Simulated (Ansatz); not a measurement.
Relaxation of a relaxed Pd cell, doubled along one cell vector, shaken by Gaussian noise of σ = 0.08 Å a coordinate; 2 atoms in the cell, which starts as P-1 (No. 2), aP2; a = 2.7880 Å, b = 2.7880 Å, c = 4.8289 Å, α = 73.22°, β = 73.22°, γ = 60.00°. All values below come from PBE (plane waves to 420 eV, PAW, scalar-relativistic; Ansatz, a program for electronic structure). Γ-centred k-mesh 7×14×14 on the run's cell (coarser than for final values), Fermi–Dirac smearing 0.05 eV. This is the first round of the run. 

The optimiser's lines from the output (shortened; P is positive under compression):

```
relax step   1: F+E_penalty+E_count = -13945.43597481 eV  Δ(F+E_penalty+E_count) = +0.000e0 eV  max|allowed force component| = 1.481e0 eV/Å  Δτ_max = 0.0000 Å  P = +6.129 GPa  Ω = 30.646 Å³  (6 SCF iters, dr2 threshold 1.00e-7 eV, accepted)
relax step   2: F+E_penalty+E_count = -13945.60053244 eV  Δ(F+E_penalty+E_count) = -1.646e-1 eV  max|allowed force component| = 7.162e-1 eV/Å  Δτ_max = 0.1646 Å  P = +8.695 GPa  Ω = 29.538 Å³  (7 SCF iters, dr2 threshold 2.00e-7 eV, accepted)
relax step   3: F+E_penalty+E_count = -13945.67790882 eV  Δ(F+E_penalty+E_count) = -7.738e-2 eV  max|allowed force component| = 3.446e-3 eV/Å  Δτ_max = 0.0524 Å  P = -5.531 GPa  Ω = 31.855 Å³  (6 SCF iters, dr2 threshold 2.00e-7 eV, accepted)
relax step   4: F+E_penalty+E_count = -13945.70127382 eV  Δ(F+E_penalty+E_count) = -2.336e-2 eV  max|allowed force component| = 6.605e-4 eV/Å  Δτ_max = 0.0005 Å  P = -0.156 GPa  Ω = 30.723 Å³  (6 SCF iters, dr2 threshold 2.00e-7 eV, accepted)
relax step   5: F+E_penalty+E_count = -13945.70154907 eV  Δ(F+E_penalty+E_count) = -2.753e-4 eV  max|allowed force component| = 1.398e-4 eV/Å  Δτ_max = 0.0001 Å  P = -0.003 GPa  Ω = 30.694 Å³  (6 SCF iters, dr2 threshold 2.00e-7 eV, accepted)
relax step   6: F+E_penalty+E_count = -13945.70156742 eV  Δ(F+E_penalty+E_count) = -1.835e-5 eV  max|allowed force component| = 1.336e-5 eV/Å  Δτ_max = 0.0000 Å  P = -0.000 GPa  Ω = 30.694 Å³  (6 SCF iters, dr2 threshold 1.28e-8 eV, accepted)
relax step   7: F+E_penalty+E_count = -13945.70158094 eV  Δ(F+E_penalty+E_count) = -1.352e-5 eV  max|allowed force component| = 1.330e-5 eV/Å  Δτ_max = 0.0000 Å  P = -0.005 GPa  Ω = 30.694 Å³  stress off target by 1.39e-2 GPa  SCF on the basis re-selected at this cell (its energy is not comparable with the rows above)  (8 SCF iters)
```

From the first to the last row the energy changes by -0.13 eV/atom and the volume by +0.2 %. The last row is marked as not comparable with the walk above it, whose basis was carried along; it does compare with step 1, since both stand on a basis selected at the nominal cutoff for their own cell.

Later rounds, restarted from the end of this one on a renewed k-mesh, logged 4 more steps and released under 0.01 eV/atom more. The final structure after all rounds: Fm-3m (No. 225), cF4, fcc (Cu type); a = b = c = 3.9428 Å, α = β = γ = 90.00°. Between re-selections the logged energies stand on a plane-wave basis carried along with the cell. No spin polarisation in the result. A magnetic state may lie lower.

The run could not lose the symmetry of its start.
